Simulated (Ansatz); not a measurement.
**MgGaBO4: checking a database structure before trusting its electric field gradients**

The cell is a Materials Project structure (computed, not necessarily an observed phase), atoms as given.

```cif
data_MgGaBO4
_symmetry_space_group_name_H-M 'Pnma'
_symmetry_Int_Tables_number 62
_cell_length_a 9.3156
_cell_length_b 3.1136
_cell_length_c 9.4003
_cell_angle_alpha 90.000
_cell_angle_beta 90.000
_cell_angle_gamma 90.000
loop_
_atom_site_label
_atom_site_type_symbol
_atom_site_symmetry_multiplicity
_atom_site_Wyckoff_symbol
_atom_site_fract_x
_atom_site_fract_y
_atom_site_fract_z
Mg Mg 4 c 0.6039 0.2500 0.8127
Ga Ga 4 c 0.6154 0.2500 0.4298
B B 4 c 0.6637 0.2500 0.1271
O13 O 4 c 0.0080 0.2500 0.8856
O17 O 4 c 0.5200 0.2500 0.1292
O21 O 4 c 0.7408 0.2500 0.9969
O25 O 4 c 0.7416 0.2500 0.2560
```

One atom of each set is listed.

Method: Kohn–Sham DFT in Ansatz, PBE, plane waves and PAW, scalar-relativistic, 420 eV cutoff, Γ-centred 3×7×3 k-points, Fermi–Dirac smearing 0.02 eV.

Q: Do the atoms and the cell lie near the calculated equilibrium?

A: Nearly. The largest force is 0.15 eV/Å, on atom 21 (O: 1 B at 1.42 Å, 2 Ga at 2.15 Å, 1 Mg at 2.15 Å), and the pressure is -0.1 GPa.
